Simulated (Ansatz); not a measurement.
## CsCl-type GdBi

The computed numbers are results of PBEsol, scalar-relativistic (collinear spin) in the plane-wave PAW code Ansatz at 420 eV, 8×8×8 k-mesh, Gaussian smearing of 0.05 eV. The datasets are Ansatz's generated set soft_2.

```
Gd Bi
1.0
     3.85297    0.00000    0.00000
     0.00000    3.85297    0.00000
     0.00000    0.00000    3.85297
Gd Bi
1 1
Direct
  0.00000 0.00000 0.00000
  0.50000 0.50000 0.50000
```

This is a trial structure: such lanthanide and actinide compounds mostly take the rock-salt structure.

Magnetic state: ferromagnetic, site spin moments Gd 7.08; Bi -0.07 μB.

**Question.** Which orbitals carry the states at the Fermi level, and how many states are there?

**Answer.** Within 0.1 eV of it: Gd 5d 54 %, Bi 6p 27 %, Gd 4f 16 % (shares among the projected shells). The density of states at the Fermi level is about 1.9 states/eV per cell, averaged over 0.3 eV.

Density of states (tetrahedra, averaged over 0.4 eV; states/eV per cell of 2 atoms; energy in eV from the Fermi level; projections on Löwdin-orthogonalised atomic orbitals, summed over sites):

```tsv
E	total	Gd 4f up	Gd 4f down	Bi 6p	Gd 5d up	Gd 5d down
-5.25	0.0	0.0	0.0	0.0	0.0	0.0
-4.85	0.2	0.1	0.0	0.1	0.0	0.0
-4.45	17.7	17.2	0.0	0.3	0.1	0.0
-4.05	0.6	0.1	0.0	0.3	0.1	0.0
-3.65	1.2	0.0	0.0	0.7	0.2	0.1
-3.25	2.2	0.0	0.0	1.3	0.3	0.3
-2.85	1.4	0.0	0.0	0.9	0.2	0.2
-2.45	1.3	0.0	0.0	0.9	0.2	0.1
-2.05	1.2	0.0	0.0	0.8	0.2	0.1
-1.65	1.1	0.0	0.0	0.7	0.2	0.1
-1.25	1.1	0.0	0.0	0.6	0.2	0.2
-0.85	1.2	0.0	0.1	0.6	0.3	0.2
-0.45	2.0	0.0	0.2	1.0	0.5	0.2
-0.05	2.0	0.0	0.3	0.6	0.8	0.2
0.35	5.0	0.0	3.4	0.2	0.8	0.3
0.75	14.1	0.0	12.7	0.3	0.4	0.6
1.15	1.7	0.0	0.4	0.2	0.2	0.8
1.55	1.4	0.0	0.1	0.1	0.5	0.5
1.95	1.9	0.0	0.0	0.1	1.3	0.2
2.35	1.5	0.0	0.0	0.1	0.8	0.3
2.75	2.9	0.0	0.0	0.1	0.9	1.3
3.15	1.8	0.0	0.0	0.1	0.4	0.9
3.55	1.7	0.0	0.0	0.2	0.3	0.8
3.95	1.5	0.0	0.0	0.3	0.6	0.4
```

Formal charges Gd³⁺, Bi³⁻ leave Gd³⁺ with an open 4f⁷ shell. The run still finds no gap: within 0.1 eV of the Fermi level the projected states are 54 % Gd 5d, 27 % Bi 6p, 16 % Gd 4f. Apart from the f shell, rare-earth antimonides and bismuthides of this kind are mostly semimetals, since the Gd 5d band overlaps the anion's p band.

Hund's first rule gives Gd³⁺ with 7 f electrons 7 unpaired spins, a spin moment of 7 μB; the run has 7.08 μB on Gd (atomic spheres) and 7.19 f electrons on orthogonalised orbitals. The moment is close to the ion's, so in this run the shell is localised and nearly fully polarised.

Without a U the 4f levels of Gd lie too near the Fermi level, so their share of the states there, and what hangs on it, is overstated. Scalar-relativistic only: spin–orbit splittings of the heavy atoms' levels are missing. The run wasn't fully tested for a lower electronic state. Site moments are of spin, integrated over atomic spheres. No antiparallel order was tried.
